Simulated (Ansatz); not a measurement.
SiC:
Space group Pnma (No. 62); a = 5.7874 Å, b = 3.1248 Å, c = 5.1833 Å, α = 90.00°, β = 90.00°, γ = 90.00°

```
atom  site  symmetry       x       y       z
----  ----  --------  ------  ------  ------
Si      4c       .m.  0.1593  0.2500  0.4043
C       4c       .m.  0.3235  0.2500  0.1032
```

Relaxed with r²SCAN. 

Q: HSE06 on this cell (Ansatz, an electronic-structure program, PAW) gives a gap of 3.59 eV. What does r²SCAN give?

A: 3.02 eV.

Cost on shared cores: the r²SCAN run (SCF on a 5×9×6 mesh, then bands and DOS) around 2.8 core-minutes (rough), the HSE06 run (SCF on 3×5×3, then a few points) about 5 core-minutes (a rough figure); the tasks are unlike.

The start of the workflow was typed in or built on a structure type; neither database checked (COD, Materials Project) lists it. It is not the phase usual at ambient conditions (space group No. 186, 216). The cell was relaxed with r²SCAN under the symmetry of its start; whether a distortion lowers the energy is not shown.

Potentials: the later of the program's two PAW sets.

Ansatz is a plane-wave DFT program.
